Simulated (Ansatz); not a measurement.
# Profile along the Al–Al line in TiAl (CuAu type, space group P4/mmm)

TiAl (CuAu type, space group P4/mmm)

```cif
data_AlTi
_chemical_formula_sum 'Al1 Ti1'
_space_group_name_H-M_alt 'P4/mmm'
_space_group_IT_number 123
_space_group_name_Hall '-P 4 2'
_cell_length_a 2.82428
_cell_length_b 2.82428
_cell_length_c 4.07075
_cell_angle_alpha 90.000
_cell_angle_beta 90.000
_cell_angle_gamma 90.000
loop_
_atom_site_label
_atom_site_type_symbol
_atom_site_symmetry_multiplicity
_atom_site_Wyckoff_symbol
_atom_site_fract_x
_atom_site_fract_y
_atom_site_fract_z
_atom_site_occupancy
Al1 Al 1 d 0.50000 0.50000 0.50000 1
Ti1 Ti 1 a 0.00000 0.00000 0.00000 1
```

Fields along a shortest Al–Al line of a (001) plane (2.82 Å), from Al to Al, interpolated on the slice's grid (step about 0.1 Å). The numbers are results of PBE (plane waves to 420 eV, PAW, scalar-relativistic; Ansatz, an electronic-structure program), not measurements. k mesh 16×16×12. Near the nuclei the fields are pseudised (PAW); where an atom keeps semicore shells as valence, they peak there. TiAl is run without spin polarisation. TiAl was relaxed with its symmetry unable to fall.

```json
[
 {"distance from Al (Å)": "0.00", "valence electron density (e/Å³)": "0.06", "electron localisation function": "x"},
 {"distance from Al (Å)": "0.28", "valence electron density (e/Å³)": "0.07", "electron localisation function": "x"},
 {"distance from Al (Å)": "0.56", "valence electron density (e/Å³)": "0.12", "electron localisation function": "0.07"},
 {"distance from Al (Å)": "0.85", "valence electron density (e/Å³)": "0.21", "electron localisation function": "0.52"},
 {"distance from Al (Å)": "1.13", "valence electron density (e/Å³)": "0.23", "electron localisation function": "0.69"},
 {"distance from Al (Å)": "1.41", "valence electron density (e/Å³)": "0.22", "electron localisation function": "0.69"},
 {"distance from Al (Å)": "1.69", "valence electron density (e/Å³)": "0.23", "electron localisation function": "0.69"},
 {"distance from Al (Å)": "1.97", "valence electron density (e/Å³)": "0.21", "electron localisation function": "0.52"},
 {"distance from Al (Å)": "2.26", "valence electron density (e/Å³)": "0.12", "electron localisation function": "0.07"},
 {"distance from Al (Å)": "2.54", "valence electron density (e/Å³)": "0.07", "electron localisation function": "x"},
 {"distance from Al (Å)": "2.82", "valence electron density (e/Å³)": "0.06", "electron localisation function": "x"}
]
```

x: too close to a nucleus for the ELF to mean much.

Density on the Al–Al line (2.82 Å) at its midpoint: 0.22 e/Å³. ELF at that point: 0.69. ELF maximum in the middle third of the Al–Al line: 0.69, 1.4 Å from Al.
